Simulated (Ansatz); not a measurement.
A 20-atom cell of ZnS (P6_3mc) from a materials database at its r2SCAN geometry, run in the PAW code Ansatz at 3 levels of theory. Calculated for a static, non-magnetic cell.

The r2SCAN input:
```yaml
crystal:
  lattice:
    - [3.8090759977, 0.0, 0.0]
    - [-1.9045379989, 3.298756579, 0.0]
    - [0.0, 0.0, 31.131696969]
  atoms:
    - { symbol: Zn, position: [0.6666666667, 0.3333333333, 0.1999816347] }
    - { symbol: Zn, position: [0.0, 0.0, 0.7999164813] }
    - { symbol: Zn, position: [0.6666666667, 0.3333333333, 0.9000105665] }
    - { symbol: Zn, position: [0.3333333333, 0.6666666667, 0.6999816347] }
    - { symbol: Zn, position: [0.3333333333, 0.6666666667, 0.1000398512] }
    - { symbol: Zn, position: [0.6666666667, 0.3333333333, 0.6000398512] }
    - { symbol: Zn, position: [0.0, 0.0, 0.0001191462] }
    - { symbol: Zn, position: [0.3333333333, 0.6666666667, 0.4000105665] }
    - { symbol: Zn, position: [0.0, 0.0, 0.2999164813] }
    - { symbol: Zn, position: [0.0, 0.0, 0.5001191462] }
    - { symbol: S, position: [0.6666666667, 0.3333333333, 0.2749334896] }
    - { symbol: S, position: [0.0, 0.0, 0.0750518012] }
    - { symbol: S, position: [0.6666666667, 0.3333333333, 0.6749916316] }
    - { symbol: S, position: [0.0, 0.0, 0.8748620618] }
    - { symbol: S, position: [0.3333333333, 0.6666666667, 0.7749334896] }
    - { symbol: S, position: [0.0, 0.0, 0.5750518012] }
    - { symbol: S, position: [0.3333333333, 0.6666666667, 0.1749916316] }
    - { symbol: S, position: [0.3333333333, 0.6666666667, 0.4750913458] }
    - { symbol: S, position: [0.6666666667, 0.3333333333, 0.9750913458] }
    - { symbol: S, position: [0.0, 0.0, 0.3748620618] }
kpoints:
  mp_grid: { grid: [12, 12, 2] }
  band_path:
    path:
      - [0.0, 0.0, 0.0]
      - [0.5, 0.0, 0.0]
      - [0.3333333333, 0.3333333333, 0.0]
      - [0.0, 0.0, 0.5]
      - [0.5, 0.0, 0.5]
      - [0.3333333333, 0.3333333333, 0.5]
    npoints: 1
hamiltonian:
  xc: r2scan
scf:
  occupations: { method: fixed }
  n_extra_bands: 9
output:
  forces: true
  stress: true
  eigenvalues: true
```

Main results, then, where recorded, the levels near the gap in eV from the Fermi energy (columns number the bands from 0), one row a point of the path (Γ, M, K, A, L, H):
```
Crystal: 20 atoms, lattice volume = 391.176 Å³
Symmetry: 12 space group operations
Space group: P63mc (ITA 186)
```
```
Basis set: ecut = 500 eV, 9779 PW (Γ)
k-points: 38 of 288
SCF converged after 9 iterations
Free energy (F): -42334.495436 eV
Fermi energy:    5.625040 eV
--- Forces (eV/Å), atoms counted from 1 ---
  atom   1  Zn      0.00000      0.00000      0.00059
  atom   2  Zn      0.00000      0.00000      0.00065
  atom   3  Zn      0.00000      0.00000      0.00057
  atom   4  Zn      0.00000      0.00000      0.00059
  atom   5  Zn      0.00000      0.00000      0.00053
  atom   6  Zn      0.00000      0.00000      0.00053
  atom   7  Zn      0.00000      0.00000      0.00118
  atom   8  Zn      0.00000      0.00000      0.00057
  atom   9  Zn      0.00000      0.00000      0.00065
  atom  10  Zn      0.00000      0.00000      0.00118
  atom  11  S       0.00000      0.00000    -0.00061
  atom  12  S       0.00000      0.00000    -0.00113
  atom  13  S       0.00000      0.00000    -0.00058
  atom  14  S       0.00000      0.00000    -0.00005
  atom  15  S       0.00000      0.00000    -0.00061
  atom  16  S       0.00000      0.00000    -0.00113
  atom  17  S       0.00000      0.00000    -0.00058
  atom  18  S       0.00000      0.00000    -0.00119
  atom  19  S       0.00000      0.00000    -0.00119
  atom  20  S       0.00000      0.00000    -0.00005
--- Stress (GPa, compression-positive) ---
        0.037995       0.000000       0.000000
        0.000000       0.037995       0.000000
        0.000000       0.000000       0.032541
  P = ⅓ Tr σ = 0.0362 GPa (0.362 kbar)
```
```tsv
band_87	band_88	band_89	band_90	band_91	band_92
-0.017	0.000	0.000	2.720	3.283	3.340
-1.059	-1.027	-0.905	3.760	3.829	3.877
-1.651	-1.651	-1.497	4.888	4.888	4.899
-0.026	-0.026	-0.026	2.905	2.905	3.708
-1.096	-0.946	-0.946	3.745	3.745	4.083
-1.618	-1.563	-1.563	4.794	4.794	5.028
```

With r2SCAN the gap is 2.72 eV and direct, at Γ.

Q: Another run on the same cell gave
```
Basis set: ecut = 420 eV, 7629 PW (Γ)
k-points: 7 of 36
hybrid outer 1: dexx = +1.271e-1 eV, tail = 4.09e-4 eV
hybrid outer 2: dexx = +1.059e-5 eV, tail = 1.48e-7 eV, Δε = 4.52e-3 eV, ΔF = 2.07e-3 eV/Å
hybrid outer 3: dexx = +2.387e-9 eV, tail = 7.27e-9 eV, Δε = 8.34e-5 eV, ΔF = 2.01e-4 eV/Å
hybrid SCF converged: 3 outer / 16 inner (+4 warm-up)
Free energy (F): -42233.989415 eV
Fermi energy:    5.166849 eV
--- Forces (eV/Å), atoms counted from 1 ---
  atom   1  Zn      0.00000      0.00000      0.00087
  atom   2  Zn      0.00000      0.00000      0.00048
  atom   3  Zn      0.00000      0.00000      0.00511
  atom   4  Zn      0.00000      0.00000      0.00087
  atom   5  Zn      0.00000      0.00000      0.00078
  atom   6  Zn      0.00000      0.00000      0.00078
  atom   7  Zn      0.00000      0.00000    -0.00601
  atom   8  Zn      0.00000      0.00000      0.00511
  atom   9  Zn      0.00000      0.00000      0.00048
  atom  10  Zn      0.00000      0.00000    -0.00601
  atom  11  S       0.00000      0.00000    -0.00085
  atom  12  S       0.00000      0.00000    -0.00084
  atom  13  S       0.00000      0.00000    -0.00088
  atom  14  S       0.00000      0.00000      0.00386
  atom  15  S       0.00000      0.00000    -0.00085
  atom  16  S       0.00000      0.00000    -0.00084
  atom  17  S       0.00000      0.00000    -0.00088
  atom  18  S       0.00000      0.00000    -0.00254
  atom  19  S       0.00000      0.00000    -0.00254
  atom  20  S       0.00000      0.00000      0.00386
--- Stress (GPa, compression-positive) ---
        1.629821       0.000000       0.000000
        0.000000       1.629821       0.000000
        0.000000       0.000000       1.577076
  P = ⅓ Tr σ = 1.6122 GPa (16.122 kbar)
```
```tsv
band_87	band_88	band_89	band_90	band_91	band_92
-0.017	0.000	0.000	3.390	3.963	4.018
-1.089	-1.054	-0.929	4.445	4.525	4.600
-1.699	-1.699	-1.533	5.636	5.636	5.657
-0.027	-0.027	-0.027	3.573	3.573	4.414
-1.126	-0.971	-0.971	4.439	4.439	4.802
-1.666	-1.602	-1.602	5.540	5.540	5.792
```
Which level of theory and mesh gave it?

A: It is HSE06, judged by the exchange loop and the size of the gap (a near hybrid could fit too), on 6×6×1; the blocks that differ from the first input, but for the band path:
```yaml
kpoints:
  mp_grid: { grid: [6, 6, 1] }
hamiltonian:
  xc: hse06
```
HSE06 gives a direct gap of 3.39 eV at Γ. The mean pressure is +1.6 GPa (compression positive), so HSE06 would enlarge the cell's volume. The stress of a hybrid is loosely converged here.

Q: In the first input these blocks are replaced (the band path and keys that only write files left aside):
```yaml
kpoints:
  mp_grid: { grid: [6, 6, 1] }
hamiltonian:
  xc: pbe0
```
What comes out?

A:
```
Basis set: ecut = 420 eV, 7629 PW (Γ)
k-points: 7 of 36
Exchange kernel: α = 0.2500, full range, Wigner–Seitz truncation, v(0) = 19765.3982 eV·Å³, q-mesh 6×6×1
hybrid outer 1: dexx = +1.667e-1 eV, tail = 4.55e-4 eV
hybrid outer 2: dexx = +1.032e-5 eV, tail = 1.81e-7 eV, Δε = 5.85e-3 eV, ΔF = 2.01e-3 eV/Å
hybrid outer 3: dexx = +3.768e-9 eV, tail = 7.31e-9 eV, Δε = 8.93e-5 eV, ΔF = 1.11e-4 eV/Å
hybrid SCF converged: 3 outer / 16 inner (+4 warm-up)
Free energy (F): -42236.661617 eV
Fermi energy:    4.799313 eV
--- Forces (eV/Å), atoms counted from 1 ---
  atom   1  Zn      0.00000      0.00000      0.00079
  atom   2  Zn      0.00000      0.00000      0.00039
  atom   3  Zn      0.00000      0.00000      0.00487
  atom   4  Zn      0.00000      0.00000      0.00079
  atom   5  Zn      0.00000      0.00000      0.00073
  atom   6  Zn      0.00000      0.00000      0.00073
  atom   7  Zn      0.00000      0.00000    -0.00528
  atom   8  Zn      0.00000      0.00000      0.00487
  atom   9  Zn      0.00000      0.00000      0.00039
  atom  10  Zn      0.00000      0.00000    -0.00528
  atom  11  S       0.00000      0.00000    -0.00078
  atom  12  S       0.00000      0.00000    -0.00067
  atom  13  S       0.00000      0.00000    -0.00077
  atom  14  S       0.00000      0.00000      0.00376
  atom  15  S       0.00000      0.00000    -0.00078
  atom  16  S       0.00000      0.00000    -0.00067
  atom  17  S       0.00000      0.00000    -0.00077
  atom  18  S       0.00000      0.00000    -0.00303
  atom  19  S       0.00000      0.00000    -0.00303
  atom  20  S       0.00000      0.00000      0.00376
--- Stress (GPa, compression-positive) ---
        1.397643       0.000000       0.000000
        0.000000       1.397643       0.000000
        0.000000       0.000000       1.347319
  P = ⅓ Tr σ = 1.3809 GPa (13.809 kbar)
```
```tsv
band_87	band_88	band_89	band_90	band_91	band_92
-0.013	0.000	0.000	4.052	4.638	4.694
-1.105	-1.069	-0.942	5.140	5.220	5.296
-1.724	-1.724	-1.554	6.341	6.341	6.365
-0.027	-0.027	-0.027	4.239	4.239	5.100
-1.142	-0.986	-0.986	5.133	5.133	5.501
-1.690	-1.624	-1.624	6.245	6.245	6.502
```
The PBE0 gap is direct at Γ: 4.05 eV. The mean pressure is +1.4 GPa (compression positive), so PBE0 would enlarge the cell's volume. (The program warns that its thresholds are loose for a hybrid's stress.)

The hybrids run on coarser meshes, which limits their stresses and small splittings of levels.

Totals of different functionals can't be compared.

The meshes of the hybrids are coarse, so their gaps aren't converged to the digits shown.
